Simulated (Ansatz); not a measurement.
BN:
```
BN
1.0
    2.54058     0.00000     0.00000
   -1.27029     2.20021     0.00000
    0.00000     0.00000     4.20266
B N
2 2
Cartesian
  1.27029   0.73340   4.20155
  0.00000   1.46680   2.10022
  1.27029   0.73340   2.62777
  0.00000   1.46680   0.52644
```

Relaxed with PBEsol. Special points in fractions of this cell's reciprocal vectors: Γ (0.000, 0.000, 0.000); M (0.500, 0.000, 0.000); K (0.333, 0.333, 0.000); A (0.000, 0.000, 0.500); L (0.500, 0.000, 0.500); H (0.333, 0.333, 0.500).

Question: List the band energies nearest the valence-band maximum at these points for the program Ansatz at the PBEsol level (PAW).

Answer: In eV from the valence-band maximum; about four levels below and three above (degenerate sets whole), none deeper than 8.9 eV; points with the same levels are listed once.

```
k                          below                          above
-  -----------------------------  -----------------------------
Γ    -2.15 -2.15 -0.28 0.00 0.00                 8.34 8.34 8.57
M        -6.99 -5.05 -4.51 -2.14                6.58 7.83 10.56
K  -7.25 -7.25 -5.53 -5.49 -5.49               4.96 13.51 13.51
A        -1.19 -1.19 -1.19 -1.19  9.47 9.47 9.90 9.90 9.90 9.90
L        -3.82 -3.82 -3.62 -3.62            6.46 6.46 9.97 9.97
H        -7.87 -7.87 -3.07 -3.07          9.28 9.28 10.03 10.03
```

Space group P6_3mc (wurtzite). The PBEsol relaxation kept the symmetry of its start.

Potentials: the earlier of the program's two PAW sets. The files were generated under PBE; for other functionals the program regenerates the frozen cores, and for LDA and PBEsol the local potential too.
